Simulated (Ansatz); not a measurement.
Consider the following.

MoS2:
```cif
data_Mo2S4
_chemical_formula_sum 'Mo2 S4'
_space_group_name_H-M_alt 'P 1'
_space_group_IT_number 1
_cell_length_a 5.87423
_cell_length_b 5.87423
_cell_length_c 3.23137
_cell_angle_alpha 90.000
_cell_angle_beta 90.000
_cell_angle_gamma 90.000
loop_
_space_group_symop_operation_xyz
  'x, y, z'
loop_
_atom_site_label
_atom_site_type_symbol
_atom_site_fract_x
_atom_site_fract_y
_atom_site_fract_z
_atom_site_occupancy
Mo1 Mo 0.00000 0.00000 0.00000 1
Mo2 Mo 0.50000 0.50000 0.50000 1
S1 S 0.28687 0.28687 0.00000 1
S2 S 0.78687 0.21313 0.50000 1
S3 S 0.21313 0.78687 0.50000 1
S4 S 0.71313 0.71313 0.00000 1
```

This is the PBE-relaxed structure.

Task: All from DFT-PBE in the program Ansatz with PAW potentials, unless another level is named. Give the electronic character.

Result: metallic (no gap).

Task: Next, the density of states at the Fermi level?

Result: 0.66 states/eV per atom (mean over ±0.08 eV).

Task: Next, the formation energy from the elements (no fitted shifts)?

Result: -0.48 eV/atom.

Space group P4_2/mnm (rutile). A made-up cell: these elements were put on the sites of a structure type; neither database checked (COD, Materials Project) lists it. It is not the phase usual at ambient conditions (space group No. 160, 194). Symmetry was held in the PBE relaxation; its stability against distortions is not shown here. No spin polarisation was allowed. The references are the lowest solids computed at this level, not always the standard phases. Spin–orbit coupling is left out wherever it is not named.

Potentials: the later of the program's two PAW sets.
